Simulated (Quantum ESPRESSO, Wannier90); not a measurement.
## Tight-binding from DFT: Te$_{2}$W (P6₃/mmc, 2Hc stacking as in molybdenite)

Cell from Materials Project (mp-1019322), symmetrised, no further relaxation. Not found in the COD (Crystallography Open Database) copy used, which has the formula in other groups; not checked further. Computed values, not measurements, from PBEsol: Quantum ESPRESSO (norm-conserving PseudoDojo potentials, cutoff 66 Ry, no spin polarisation, no spin-orbit coupling) on a Γ-centred 4×4×4 mesh, then Wannier90. Density: 12×12×2 mesh, cold smearing 0.01 Ry. The cell is built of weakly bound layers, chains or molecules, whose nearest atoms lie 4.35 Å apart. Database cells relaxed without dispersion often hold them too far apart, which can enlarge gaps and weakens couplings between them; spacing and stacking were not compared with the measured crystal. Spin-orbit coupling is left out although heavy elements are present.

```
begin unit_cell_cart
ang
    3.5615500966    0.0000000000    0.0000000000
   -1.7807750483    3.0843928605    0.0000000000
    0.0000000000    0.0000000000   14.8472300000
end unit_cell_cart
mp_grid = 4 4 4
```

Question: Which shells of neighbouring k-points and which b-vectors and weights does Wannier90 pick for this cell and mesh?

Answer: 
```
 *---------------------------------- K-MESH ----------------------------------*
 +----------------------------------------------------------------------------+
 |                    Distance to Nearest-Neighbour Shells                    |
 |                    ------------------------------------                    |
 |          Shell             Distance (Ang^-1)          Multiplicity         |
 |          -----             -----------------          ------------         |
 |             1                   0.105797                      2            |
 |             2                   0.211595                      2            |
 |             3                   0.317392                      2            |
 |             4                   0.423189                      2            |
 |             5                   0.509272                      6            |
 |             6                   0.520146                     12            |
 |             7                   0.528986                      2            |
 |             8                   0.551480                     12            |
       ... (lines left out)
 +----------------------------------------------------------------------------+
 | The b-vectors are chosen automatically                                     |
 | The following shells are used:                       1,  5                 |
 +----------------------------------------------------------------------------+
 |                        Shell   # Nearest-Neighbours                        |
 |                        -----   --------------------                        |
 |                          1               2                                 |
 |                          2               6                                 |
 +----------------------------------------------------------------------------+
 | Completeness relation is fully satisfied [Eq. (B1), PRB 56, 12847 (1997)]  |
 +----------------------------------------------------------------------------+
 |                  b_k Vectors (Ang^-1) and Weights (Ang^2)                  |
 |                  ----------------------------------------                  |
 |            No.         b_k(x)      b_k(y)      b_k(z)        w_b           |
 |            ---        --------------------------------     --------        |
 |             1         0.000000    0.000000    0.105797    44.670532        |
 |             2         0.000000    0.000000   -0.105797    44.670532        |
 |             3         0.000000    0.509272    0.000000     1.285223        |
 |             4         0.441043    0.254636    0.000000     1.285223        |
 |             5         0.000000   -0.509272    0.000000     1.285223        |
 |             6         0.441043   -0.254636    0.000000     1.285223        |
 |             7        -0.441043   -0.254636    0.000000     1.285223        |
 |             8        -0.441043    0.254636    0.000000     1.285223        |
```
